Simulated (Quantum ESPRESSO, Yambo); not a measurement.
Quasiparticle gap of CaClOH

```
CaClOH
1.0
    3.86984     0.00000     0.00000
   -1.93492     3.35138     0.00000
    0.00000     0.00000     9.80983
H O Cl Ca
2 2 2 2
Direct
  0.00000   0.00000   0.16694
  0.00000   0.00000   0.66694
  0.00000   0.00000   0.06812
  0.00000   0.00000   0.56812
  0.33333   0.66667   0.31667
  0.66667   0.33333   0.81667
  0.33333   0.66667   0.00007
  0.66667   0.33333   0.50007
```

The geometry is that of Materials Project entry mp-642725, symmetrised and not relaxed again.

Starting point: LDA (Quantum ESPRESSO, PseudoDojo norm-conserving, 84 Ry, no spin-orbit coupling). G0W0 in Yambo: 3×3×1 Γ-centred k mesh, 235 bands and a 8 Ry block in the screening, 235 bands in G with the Bruneval-Gonze terminator, plasmon pole fitted at 27.2 eV.

```yaml
LDA gap along the band path: 5.07 eV
LDA gap between the mesh's edge points (Γ → Γ): 5.07 eV
G0W0 gap between the same points: 7.84 eV
```

```
k point  band  E LDA (eV)  E QP (eV)  shift (eV)     Z
-------  ----  ----------  ---------  ----------  ----
Γ          VB        0.00      -1.69       -1.69  0.81
Γ          CB        5.07       6.15        1.09  0.86
K          VB       -0.46      -1.97       -1.51  0.80
K          CB        6.34       8.28        1.93  0.85
```

Energies count from the LDA valence-band maximum.

Nearest settings tried, and what they do to the gap: 149 bands in W, 149 bands in G: -8 meV; 7 Ry block (273 vectors against 347): -50 meV. Not varied: mesh. So the settings aren't converged at that level. The k mesh is coarse.

The structure is a Materials Project entry; no match was found in the copy of COD used, and its stability was not checked.
